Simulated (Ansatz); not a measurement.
A relaxed cell of Ti₅W is given with its symmetry left out. The cell was found from a structure generator's guess, not taken from experiment.

Level of theory: DFT PBE, scalar-relativistic, plane waves, PAW (Ansatz 0.2.0). Cutoff 420 eV, Γ-centred mesh, Gaussian smearing, no spin polarisation.

```yaml
crystal:
  lattice:
    - [2.83161, 0.00000, 0.00000]
    - [-1.21110, 5.27607, 0.00000]
    - [-0.18859, -0.05712, 13.63010]
  atoms:
    - { symbol: Ti, position: [0.77153, 0.99358, 0.17032] }
    - { symbol: Ti, position: [0.48729, 0.47558, 0.16139] }
    - { symbol: Ti, position: [0.18261, 0.75524, 0.33664] }
    - { symbol: Ti, position: [0.80332, 0.24460, 0.34305] }
    - { symbol: Ti, position: [0.19668, 0.75540, 0.65695] }
    - { symbol: Ti, position: [0.81739, 0.24476, 0.66336] }
    - { symbol: Ti, position: [0.22847, 0.00642, 0.82968] }
    - { symbol: Ti, position: [0.51271, 0.52442, 0.83861] }
    - { symbol: Ti, position: [0.13991, 0.75830, 0.00800] }
    - { symbol: Ti, position: [0.86009, 0.24170, 0.99200] }
    - { symbol: W, position: [0.00000, 0.00000, 0.50000] }
    - { symbol: W, position: [0.50000, 0.50000, 0.50000] }
```

Energies over the elements count from the elements' standard structures at the same level, with no fitted energy shifts.

Task: What space group does it have?

Result: P-1 (No. 2). Conventional cell: a = 2.832 Å, b = 5.413 Å, c = 13.632 Å, α = 90.1°, β = 90.8°, γ = 102.9°. Ti on its first site is surrounded by 11 Ti at 2.71–2.96 Å; Ti on its second site has 13 Ti at 2.74–3.24 Å; Ti on its third site is surrounded by 2 W at 2.70–2.86 Å, 9 Ti at 2.73–3.23 Å and 2 W at 3.09–3.25 Å; W on its first site is surrounded by 4 Ti at 2.64–2.70 Å, 4 W at 2.76–2.83 Å, 4 Ti at 3.21–3.25 Å and 2 W at 3.32 Å; 3 more sites not described.

Task: How far does it lie from the elements in energy?

Result: +0.03 eV/atom. The formation energy is too near zero to say whether this cell lies below the elements.

Task: Is it a metal?

Result: Yes, bands cross the Fermi level on the 14×8×4 mesh.

The last run used a 14×8×4 mesh (in the run's order of axes) for its 12-atom cell and Gaussian smearing of 0.10 eV. The k mesh leaves some 4 meV/atom of noise in the energy of each metallic cell. Spin–orbit coupling, which can matter for W, is left out. This cell was reached by moving the atoms of another relaxed cell at random and relaxing again, last within the group found; it had no such test of its own.
